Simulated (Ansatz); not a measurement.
Level of theory: DFT PBE, scalar-relativistic, plane waves, PAW (Ansatz 0.2.0). All cells share a 420 eV cutoff and Γ-centred k meshes spaced about 0.3 Å⁻¹ or finer (0.25 for metals, 2π included). Collinear spin where magnetic atoms keep a moment.

These are static total energies at zero pressure.

Two relaxed structures of NiH₂Cl:

1. (ferromagnetic moments up to 0.8 μB)

```
CELL_PARAMETERS angstrom
4.07750 0.00000 0.00000
0.00000 2.90468 2.60581
0.00000 -2.90468 2.60581
ATOMIC_POSITIONS crystal
Ni 0.50000 0.67385 0.67385
H 0.50000 0.43992 0.29555
H 0.50000 0.29555 0.43992
Cl 0.00000 0.81569 0.81569
```

2. (ferromagnetic moments up to 0.8 μB)

```
CELL_PARAMETERS angstrom
3.95967 0.00000 0.00000
0.00000 5.00701 0.00000
0.00000 0.00000 5.90584
ATOMIC_POSITIONS crystal
Ni 0.50000 0.00000 0.86363
Ni 0.00000 0.50000 0.13637
H 0.89186 0.50000 0.39975
H 0.10814 0.50000 0.39975
H 0.39186 0.00000 0.60025
H 0.60814 0.00000 0.60025
Cl 0.50000 0.50000 0.92186
Cl 0.00000 0.00000 0.07814
```

Task: Which form is favoured at zero pressure, and by what margin per atom?

Result: Cell 2 is lower, by 36 meV/atom. Cell 1 has space group Amm2 (No. 38), 15.4 Å³/atom and no gap on its mesh; cell 2 has space group Pmmn (No. 59), 14.6 Å³/atom and no gap. Counting Cl or H atoms around Ni (for each partner element, those within 1.25 times its shortest distance or 1.15 times the sum of covalent radii, where it is the nearest in units of that sum or under 1.3), cell 1 has Ni 4 and cell 2 has Ni 6. Cell 1 and cell 2 both hold H–H pairs. In cell 1, Ni has 2 H at 1.65 Å and 2 Cl at 2.17 Å; H is surrounded by 1 H at 0.84 Å and 1 Ni at 1.65 Å; Cl is surrounded by 2 Ni at 2.17 Å. In cell 2, Ni has 2 H at 1.61 Å, 2 Cl at 2.35 Å and 2 Cl at 2.53 Å; around H lie 1 H at 0.86 Å and 1 Ni at 1.61 Å; Cl is surrounded by 2 Ni at 2.35 Å and 2 Ni at 2.53 Å. Both come from trial cells of a structure search.

Weakly bound directions are ill-defined at this level, which has no dispersion term (Amm2, Pmmn), and this can change margins and order among such cells. With hydrogen, zero-point motion can shift such differences by 10 meV/atom or more. No Hubbard U is applied to the 3d shell of Ni. Another magnetic order may lie lower. With atoms moved at random, cell 2 came back. Cell 1 had no clear such test and can be a saddle point.
